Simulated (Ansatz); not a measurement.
## Surface calculation: fcc Cu (111), 4 layers

The slab is cut from the fcc crystal, the stable phase, as relaxed on PAW files (11.95 Å³/atom), with 16 Å of vacuum and a dipole correction:

```
Cu
1.0
     2.56651    0.00000    0.00000
    -1.28326    2.22267    0.00000
     0.00000    0.00000   22.28660
Cu
4
Direct
  0.00000 0.00000 0.35896
  0.33333 0.66667 0.45299
  0.66667 0.33333 0.54701
  0.00000 0.00000 0.64104
```

Computed with Ansatz 0.2.0; functional PBE, scalar-relativistic. Settings: a Γ-centred 15×15×1 k mesh, Fermi–Dirac smearing of 0.1 eV, no spin polarisation. Methods: LAPW: all electrons, basis error target 1 meV/atom; PAW: frozen-core files, cutoff 420 eV.

The bulk energy comes from a cell in the slab's orientation on a 15×15×5 mesh. The surface energy is (E(slab) − N·E(bulk))/2A at zero smearing, the mean of both faces; thin slabs carry quantum-size effects.

Question: As cut, the LAPW slab lies 0.963 eV above 4 atoms of bulk. What surface energy is that?

Answer: Over two faces of 5.70 Å² it is 84.4 meV/Å², and times 16.02 J/m² per eV/Å² that gives γ = 1.353 J/m².

Question: What do relaxation and the other method give, and what work function comes out?

Answer: 

```tsv
method	γ as cut (J/m²)	γ relaxed (J/m²)	Φ as cut (eV)	Φ relaxed (eV)
LAPW	1.353	1.348	4.77	4.76
PAW	1.352	1.347	4.77	4.76
```

Question: How do the spacings between the planes relax?

Answer: From the bottom face up: d12 -1.2 % of 2.096 Å, d23 -0.4 % of 2.096 Å, d34 -1.2 % of 2.096 Å.

Question: A field of 0.1 V/Å is applied along the normal, atoms held. What follows?

Answer: LAPW finds an induced dipole of 0.0297 e·Å a cell (PAW 0.0297), that is 9.41 Å for 4πα over the area, against 6.23 Å between the outer atoms.

Question: A 2p core hole is made on one atom of each kind in every 1×1 cell (PAW hole dataset, neutral cell, valence without spin). What does it cost by layer?

Answer: layer 1 936.40 eV, layer 2 936.68 eV. Shifts between layers mean more than the absolute values, and a whole layer of holes screens otherwise than one hole.

Question: In the relaxed 1×1 cell, replace the outer, then the middle Cu by Zn, which changes a whole layer. What shift does this Z+1 picture give?

Answer: E(outer) − E(middle) = -0.26 eV by LAPW and -0.26 eV by PAW; a positive value puts the surface line at higher binding energy.
